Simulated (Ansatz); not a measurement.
LiC₂N₃ — coordination and 7Li quadrupole coupling

Cell: a Materials Project structure (computed, not necessarily an observed phase).

```cif
data_structure
_symmetry_space_group_name_H-M 'P 1'
_symmetry_Int_Tables_number 1
_cell_length_a 5.3696
_cell_length_b 5.3165
_cell_length_c 11.9436
_cell_angle_alpha 90.000
_cell_angle_beta 101.345
_cell_angle_gamma 90.000
_cell_volume 334.30
loop_
_atom_site_label
_atom_site_type_symbol
_atom_site_fract_x
_atom_site_fract_y
_atom_site_fract_z
_atom_site_occupancy
Li1 Li 0.00000 0.50000 0.50000 1
Li2 Li 0.00000 0.50000 0.00000 1
Li3 Li 0.00000 0.41335 0.75000 1
Li4 Li 0.00000 0.58666 0.25000 1
C5 C 0.54434 0.29796 0.10968 1
C6 C 0.45566 0.29796 0.39032 1
C7 C 0.45566 0.70204 0.89032 1
C8 C 0.54434 0.70204 0.60968 1
C9 C 0.24103 0.00300 0.61675 1
C10 C 0.75897 0.00300 0.88325 1
C11 C 0.75897 0.99700 0.38325 1
C12 C 0.24103 0.99700 0.11675 1
N13 N 0.25105 0.61127 0.87581 1
N14 N 0.74895 0.61127 0.62419 1
N15 N 0.74895 0.38873 0.12419 1
N16 N 0.25105 0.38873 0.37581 1
N17 N 0.31081 0.21922 0.08942 1
N18 N 0.68919 0.21922 0.41058 1
N19 N 0.68919 0.78078 0.91058 1
N20 N 0.31081 0.78078 0.58942 1
N21 N 0.15701 0.19898 0.63744 1
N22 N 0.84298 0.19898 0.86256 1
N23 N 0.84298 0.80102 0.36256 1
N24 N 0.15701 0.80102 0.13744 1
```

Atoms are numbered from 1 in the order listed; like atoms form one site, named after its first atom.

The numbers come from a DFT calculation in Ansatz (PBE, plane waves and PAW (field gradients read without the response of the frozen cores, which leaves them typically 4 to 6 % off), scalar-relativistic, 420 eV cutoff, Γ-centred 5×5×3 k-points, Fermi–Dirac smearing 0.02 eV).

Q(7Li) = -40.10 mb.

Question: Order the Li environments from the weakest to the strongest quadrupole coupling.
A. Li1: 6 N at 2.27–2.34 Å
B. Li3: 4 N at 2.06–2.09 Å

Answer: A (0.048 MHz, η = 0.11), B (0.087 MHz, η = 0.07).

The largest force is 0.4 eV/Å, so the atoms aren't at the calculated equilibrium and relaxing them would move these values.
